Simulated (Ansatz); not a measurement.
An ordered 4-atom cell of CdCP2 on the zincblende lattice (P-4m2) was relaxed with 5 functionals in Ansatz, cell and atoms free, the symmetry of the start kept (meshes: PBE 6×6×6, r2SCAN 8×8×4, PBEsol 8×8×4, LDA 8×8×4, HSE06 6×6×4). All values are calculated for a non-magnetic cell, which may be hypothetical.

The PBEsol result:
```cif
data_structure
_symmetry_space_group_name_H-M 'P-4m2'
_symmetry_Int_Tables_number 115
_cell_length_a 2.8201
_cell_length_b 2.8201
_cell_length_c 8.3899
_cell_angle_alpha 90.000
_cell_angle_beta 90.000
_cell_angle_gamma 90.000
_cell_volume 66.73
loop_
_atom_site_label
_atom_site_type_symbol
_atom_site_symmetry_multiplicity
_atom_site_Wyckoff_symbol
_atom_site_fract_x
_atom_site_fract_y
_atom_site_fract_z
_atom_site_occupancy
Cd1 Cd 1 a 0.00000 0.00000 0.00000 1
P1 P 2 g 0.00000 0.50000 0.35801 1
C1 C 1 c 0.50000 0.50000 0.50000 1
```

It is tetragonal, P-4m2 (No. 115); conventional cell a = 2.820 Å, c = 8.390 Å, 16.68 Å³ an atom. Around Cd lie 8 Cd at 2.82–3.99 Å; around P lie 2 C at 1.85 Å; around C lie 4 P at 1.85 Å.

(1) Order the functionals by the relaxed volume, smallest first.
A. LDA
B. PBEsol
C. r2SCAN
D. PBE
E. HSE06

(2) How does the cell change with HSE06?

(3) What lattice does PBE give?

(4) Held at the r2SCAN cell, what mean stress do LDA and PBE find, and does its sign point to their own minimum?

The cell is metallic with PBE, r2SCAN, PBEsol, LDA, HSE06, and these meshes limit the relaxed cells of a metal.

Answers

(1) A (15.37 Å³/atom), E (16.12 Å³/atom), C (16.31 Å³/atom), D (16.49 Å³/atom), B (16.68 Å³/atom).

(2) a = 3.270 Å, c = 6.029 Å; the volume differs by -3.4 % from PBEsol's. Cd is surrounded by 4 P at 2.57 Å and 4 Cd at 3.27 Å; P is surrounded by 2 C at 1.93 Å and 2 Cd at 2.57 Å; C is surrounded by 4 P at 1.93 Å.

(3) a = 3.282 Å, c = 6.124 Å; the volume differs by -1.1 % from PBEsol's. Around Cd lie 4 P at 2.60 Å and 4 Cd at 3.28 Å; around P lie 2 C at 1.94 Å and 2 Cd at 2.60 Å; around C lie 4 P at 1.94 Å.

(4) Yes. LDA -4.93 GPa, and its relaxed volume is -5.7 % from r2SCAN's; PBE +1.49 GPa, and its relaxed volume is +1.1 % from r2SCAN's. Compression counts positive, so a positive stress asks for a larger cell.
